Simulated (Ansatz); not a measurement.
Input:

NaI:
```cif
data_I4Na4
_chemical_formula_sum 'Na4 I4'
_space_group_name_H-M_alt 'Fm-3m'
_space_group_IT_number 225
_space_group_name_Hall '-F 4 2 3'
_cell_length_a 6.40318
_cell_length_b 6.40318
_cell_length_c 6.40318
_cell_angle_alpha 90.000
_cell_angle_beta 90.000
_cell_angle_gamma 90.000
loop_
_atom_site_label
_atom_site_type_symbol
_atom_site_symmetry_multiplicity
_atom_site_Wyckoff_symbol
_atom_site_fract_x
_atom_site_fract_y
_atom_site_fract_z
_atom_site_occupancy
Na1 Na 4 a 0.00000 0.00000 0.00000 1
I1 I 4 b 0.50000 0.50000 0.50000 1
```
(The calculation used a cell of 2 atoms; values per cell refer to that cell.)

This is the PBEsol-relaxed structure.

All from plane-wave PAW PBEsol (Ansatz code), unless another level is named. Estimate the hole effective mass, band 3 of 3 at the edge.

0.36 along [100], 0.30 along [110], 0.29 along [111] (mₑ).

Next, the hole effective mass with spin–orbit coupling, band 1 of 2 at the edge?

1.4 along [100], 2.4 along [110], 3.1 along [111] (mₑ).

What about the electron effective mass?

0.26 mₑ (isotropic).

What about the weight of the conduction-edge state by species (Voronoi cells)?

Na 61 %, I 39 %.

What about the weight of the valence-edge state by species (Voronoi cells)?

I 92 %, Na 8 %.

Symmetry was held in the PBEsol relaxation. Scalar-relativistic: spin–orbit coupling is off unless named, which matters more the heavier the elements.

Potentials: the later of the program's two PAW sets.

Edges and masses are those of Kohn–Sham bands, whose gap is no quasiparticle gap.
